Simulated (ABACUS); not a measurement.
ABACUS run on TiO2 (C2/c, 6 atoms in the cell; from Materials Project mp-34688, changed as shown): self-consistent single point.

Computed with LDA (PW92), PseudoDojo 0.4 standard norm-conserving LDA (tails mended) pseudopotentials (plane waves; ABACUS).

The change in words: lattice vector c scaled by 0.98. Reference geometry (C2/c):
```
TiO2
1.0
    2.67546    -2.67607     0.00000
    2.67546     2.67607     0.00000
   -2.60377     0.00000     4.74244
Ti O
2 4
Direct
  0.13411   0.86589   0.25000
  0.86589   0.13411   0.75000
  0.33122   0.08876   0.66715
  0.66878   0.91124   0.33285
  0.91124   0.66878   0.83285
  0.08876   0.33122   0.16715
```

Reference input (self-consistent single point, DFT, LDA (PW92), plane waves, PseudoDojo 0.4 standard norm-conserving LDA (tails mended) pseudopotentials): KPT = MP 5 5 3 0 0 0; basis_type = pw; dft_functional = PWLDA; ecutwfc = 84 Ry; smearing_method = gaussian; smearing_sigma = 0.00146997 Ry; potentials = PseudoDojo 0.4 standard norm-conserving LDA (tails mended); symmetry = 1; symmetry_prec = 1e-05; ks_solver = cg; scf_nmax = 100; scf_thr = 1.0e-09 Ry. This run's input differs from it in these lines:

```diff
@@ -30,3 +30,3 @@
    2.6754570000    2.6760700000    0.0000000000
-  -2.6037710000    0.0000000000    4.7424360000
+  -2.5516960000    0.0000000000    4.6475870000
 
@@ -38,4 +38,4 @@
 2
-   2.0245142500    1.9582945046    1.1856090000 1 1 1
-   0.7226287500   -1.9582945046    3.5568270000 1 1 1
+   2.0375330000    1.9582945046    1.1618967500 1 1 1
+   0.7616850000   -1.9582945046    3.4856902500 1 1 1
 
@@ -44,6 +44,6 @@
 4
-  -0.6134673918   -0.6488399322    3.1639161774 1 1 1
-   3.3606103918    0.6488399322    1.5785198226 1 1 1
-   2.0587248918   -0.6488399322    3.9497378226 1 1 1
-   0.6884181082    0.6488399322    0.7926981774 1 1 1
+  -0.5787255555   -0.6488399322    3.1006376670 1 1 1
+   3.3779435555    0.6488399322    1.5469493329 1 1 1
+   2.1020955555   -0.6488399322    3.8707428329 1 1 1
+   0.6971224445    0.6488399322    0.7768441670 1 1 1
 # file: KPT
```

Output (repeated stretches shortened):

```
 SELF-CONSISTENT
 -------------------------------------------
                                 init_chg = atomic

 PW ALGORITHM --------------- ION=   1  ELEC=   1--------------------------------

 Density error is 2.68856223546
                          Error Threshold = 0.01
 E_KohnSham     -369.4867754393      -5027.1254816210
 E_Fermi        0.5874437195         7.9925818393

 PW ALGORITHM --------------- ION=   1  ELEC=   2--------------------------------

 Density error is 0.520462482337
                          Error Threshold = 0.00560117132387
 E_KohnSham     -370.0966729317      -5035.4235627139
   [... lines left out ...]

 Density error is 3.61148915128e-09
                          Error Threshold = 2.13077726476e-11
 E_KohnSham     -370.2000419245      -5036.8299700117
 E_Fermi        0.6687445969         9.0987370241

 PW ALGORITHM --------------- ION=   1  ELEC=  14--------------------------------

 Density error is 9.65398431839e-10
                          Error Threshold = 7.52393573184e-12
 E_KohnSham     -370.2000419250      -5036.8299700195
 E_KS(sigma->0) -370.2000419250      -5036.8299700195
 E_entropy(-TS) -0.0000000000        -0.0000000000
 E_Fermi        0.6687398030         9.0986718006
 charge density convergence is achieved
 final etot is -5036.82997 eV
 EFERMI = 9.0986718006 eV

 STATE ENERGY(eV) AND OCCUPATIONS    NSPIN == 1
   [... 31 lines left out ...]

 TOTAL-FORCE (eV/Angstrom)
                       Ti1         0.0000000000         0.0352893398         0.0000000000
                       Ti2         0.0000000000        -0.0352893398         0.0000000000
                        O1        -0.0465536551         0.0538599561         0.2204664960
                        O2         0.0465536551        -0.0538599561        -0.2204664960
                        O3         0.0465536551         0.0538599561        -0.2204664960
                        O4        -0.0465536551        -0.0538599561         0.2204664960

 TOTAL-STRESS (KBAR)
       -40.9433031021         0.0000000000       -11.5262323931
         0.0000000000       -40.2921852396        -0.0000000000
       -11.5262323931         0.0000000000        22.9665963124
 TOTAL-PRESSURE: -19.422964 KBAR

 --------------------------------------------
 !FINAL_ETOT_IS -5036.8299700194957040 eV
 --------------------------------------------
```

The run converged in 14 iterations. Against the reference run the free energy goes down by 2.4 meV/atom, the pressure goes from -6.58 to -1.94 GPa and the largest force goes from 0.176 to 0.232 eV/Å.

The structure comes from a collection of computed structures, made at another level of theory; the collection holds predicted forms beside known ones. Its lattice was then scaled.

Cost on one core: roughly 100 core-seconds.

“Tails mended”: in these copies of the files the far tail of each local potential was reset to the Coulomb form.
